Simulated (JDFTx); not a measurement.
TiTe2(0001) slab cut from bulk TiTe2 (space group P-3m1, indices of the conventional cell, lattice of the Materials Project entry mp-1907, not re-optimised): 6 atoms in 6 planes, a 1x1 cell of 12.67 Å² (|a| = 3.824, |b| = 3.824 Å), 10.2 Å between the outermost planes, Te outermost, slab composition Ti2Te4, cell height 26.1 Å, 6×6×1 k mesh, Fermi smearing 0.01 Ha, no spin polarisation. Whether this polymorph is the ambient one wasn't checked. Neither spin polarisation nor a larger cell was tried.

Profiles through the double layer of this slab, charged, in CANDLE, acetonitrile, 1 M KF; PBE, GBRV ultrasoft potentials, plane waves to 20/100 Ha, JDFTx (a modified build). z is the height above the outermost atoms, φ the plane-averaged electrostatic potential energy of an electron (zero in the bulk liquid), ρ_b the bound charge of solvent and ions, s the cavity shape function (0 in the solid, 1 in the liquid).

```
z (Å)  n (e/Å³)     s  φ (eV)  ρ_b (10⁻³ e/Å³)
-----  --------  ----  ------  ---------------
0.97     0.1253  0.00  -1.611            -0.02
1.44     0.0418  0.00  -0.906            -0.71
1.90     0.0113  0.01  -0.232            -2.69
2.37     0.0029  0.07  -0.060            -0.28
2.83     0.0008  0.21  -0.031             0.40
3.30     0.0002  0.35  -0.020             0.11
3.77     0.0000  0.49  -0.014             0.01
4.23     0.0000  0.63  -0.011            -0.02
4.70     0.0000  0.77  -0.008            -0.02
5.16     0.0000  0.90  -0.006            -0.01
5.63     0.0000  0.99  -0.005            -0.01
6.10     0.0000  1.00  -0.004             0.00
6.56     0.0000  1.00  -0.003             0.00
7.03     0.0000  1.00  -0.003             0.00
7.50     0.0000  1.00  -0.002             0.00
```

Question: Is the electrode positively or negatively charged, and roughly by how much?

Answer: Positively: σ = 2.4 μC/cm² per face. The liquid's bound charge is of the opposite sign overall, and far from the surface φ decays with the screening length (2.1 Å).
